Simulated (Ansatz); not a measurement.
SrZrO$_{3}$ in space group P4mm (No. 99; Sr on 1b, Zr on 1a, O on 1a, O on 2c), the program Ansatz at the PBEsol level (PAW). The conduction-band minimum lies at Γ, with 1 equivalent valley. Second derivatives d²E/dk² of the lowest band at one valley (eV·Å²), along Cartesian directions:

```json
[
 {"direction": "[100]", "d²E/dk²": "18.37"},
 {"direction": "[010]", "d²E/dk²": "18.37"},
 {"direction": "[001]", "d²E/dk²": "2.790"},
 {"direction": "[110]", "d²E/dk²": "18.37"},
 {"direction": "[101]", "d²E/dk²": "10.59"},
 {"direction": "[011]", "d²E/dk²": "10.59"}
]
```

Problem. Find the principal effective masses, the density-of-states mass and the conductivity mass.

Solution. Off-diagonal terms follow from H_xy = H[110] − (H_xx + H_yy)/2, and m*/mₑ = 7.620 eV·Å² over each eigenvalue: 0.41, 0.41, 2.7. One valley's DOS mass (m₁m₂m₃)^(1/3) = 0.78, conductivity mass 3/(Σ 1/mᵢ) = 0.58 mₑ.

Problem. What effective density of states Nc follows at 300 K for parabolic valleys?

Solution. Nc = 2.509e19 × 1 × (0.78)^(3/2) ≈ 1.7e19 cm⁻³.

Problem. With the computed static dielectric constant 70.7 (mean of the diagonal), estimate a hydrogenic donor's binding energy and radius.

Solution. E = 13.606 eV × 0.58/70.7² ≈ 1.6 meV; a = 0.529 Å × ε/m* ≈ 64 Å. Semilocal masses tend to be too small where the gap is.

The first step of the workflow began from a Materials Project structure, measured or hypothetical; the Crystallography Open Database copy checked does not list it. COD files the formula under space group No. 62, 63, 221, so this cell is another polymorph or a model. Its standing as an ambient phase is unchecked. The PBEsol relaxation kept the symmetry of its start. At this level the phase is dynamically unstable (imaginary phonons). The run is not spin-polarised. Scalar-relativistic: spin–orbit coupling is off unless named, which matters more the heavier the elements.

Potentials: the later of the program's two PAW sets.
